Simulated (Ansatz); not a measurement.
A relaxed cell of B₃C is given with its symmetry left out. The cell was found from a structure generator's guess, not taken from experiment.

Computed with Ansatz 0.2.0, DFT PBE, scalar-relativistic, plane waves, PAW. Cutoff 420 eV, Γ-centred mesh, Gaussian smearing, no spin polarisation.

```
CELL_PARAMETERS angstrom
-1.84596 1.84596 1.84596
1.84596 -1.84596 1.84596
1.84596 1.84596 -1.84596
ATOMIC_POSITIONS crystal
B 0.00000 0.50000 0.50000
B 0.50000 0.00000 0.50000
B 0.50000 0.50000 0.00000
C 0.00000 0.00000 0.00000
```

The zero of energy is the elements' standard structures at the same level; no fitted shifts are applied.

(1) What space group does it have?

(2) How far does it lie from the elements in energy?

(3) Is it a metal?

Results:

(1) Im-3m (No. 229). Conventional cell: a = 3.692 Å. B is surrounded by 2 C at 1.85 Å and 4 B at 1.85 Å; around C lie 6 B at 1.85 Å.

(2) +1.40 eV/atom. It can't be a ground state, since the elements alone are lower.

(3) Yes, bands cross the Fermi level on the 18×18×18 mesh.

The last run used an 18×18×18 mesh for its 4-atom cell and Gaussian smearing of 0.10 eV. An odd number of electrons in the primitive cell allows no gap without spin; a larger cell or a magnetic state could open one. The reference form of C is held partly by dispersion forces, which this level lacks. A structure relaxed within its symmetry needn't be a true minimum.
